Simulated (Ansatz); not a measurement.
## Computed properties of MnB$_{4}$

MnB4:
```cif
data_B8Mn2
_chemical_formula_sum 'Mn2 B8'
_space_group_name_H-M_alt 'P 1'
_space_group_IT_number 1
_cell_length_a 4.56641
_cell_length_b 5.33320
_cell_length_c 2.91748
_cell_angle_alpha 90.000
_cell_angle_beta 90.000
_cell_angle_gamma 90.000
loop_
_space_group_symop_operation_xyz
  'x, y, z'
loop_
_atom_site_label
_atom_site_type_symbol
_atom_site_fract_x
_atom_site_fract_y
_atom_site_fract_z
_atom_site_occupancy
Mn1 Mn 0.50000 0.50000 0.50000 1
Mn2 Mn 0.00000 0.00000 0.00000 1
B1 B 0.66532 0.86909 0.50000 1
B2 B 0.33468 0.13091 0.50000 1
B3 B 0.16532 0.63091 0.00000 1
B4 B 0.83468 0.36909 0.00000 1
B5 B 0.73644 0.18393 0.50000 1
B6 B 0.26356 0.81607 0.50000 1
B7 B 0.23644 0.31607 0.00000 1
B8 B 0.76356 0.68393 0.00000 1
```
The run is spin-polarised; directions of the spins, atom by atom: ↑ ↑ 0 0 0 0 0 0 0 0.

Space group Pnnm (No. 58); conventional cell a = 4.566 Å, b = 5.333 Å, c = 2.917 Å, α = 90.00°, β = 90.00°, γ = 90.00°.

Method: the program Ansatz at the PBEsol level (PAW). Structure relaxed to zero pressure with the same functional. Other levels are named where they apply.

### Cell and energy

- Volume per atom: 7.11 Å³
- Density: 4.59 g/cm³
- Formation energy from the elements (no fitted shifts): -317 meV/atom

### Electronic structure

Electronic character: metallic (no gap)
Density of states at the Fermi level: 0.18 states/eV per atom (mean over ±0.08 eV)

### Magnetism

- Magnetic order = ferromagnetic
- Net moment = 0.11 μB per atom

### Mechanics

- Bulk modulus (Birch–Murnaghan fit): 278 GPa
- Pressure derivative B′: 4.0

The workflow started from a Materials Project entry (that database holds measured and hypothetical structures alike); the Crystallography Open Database copy checked does not list it. COD files the formula under space group No. 12. Its standing as an ambient phase is unchecked. The PBEsol relaxation kept the symmetry of its start; its stability against distortions is not shown here. Magnetic state: ferromagnetic, chosen from 5 collinear starts compared on coarse meshes (ties went to the first, and starts can fall back to one state), not a proven ground state. The references are the lowest solids computed at this level, not always the standard phases.

Potentials: the later of the program's two PAW sets.
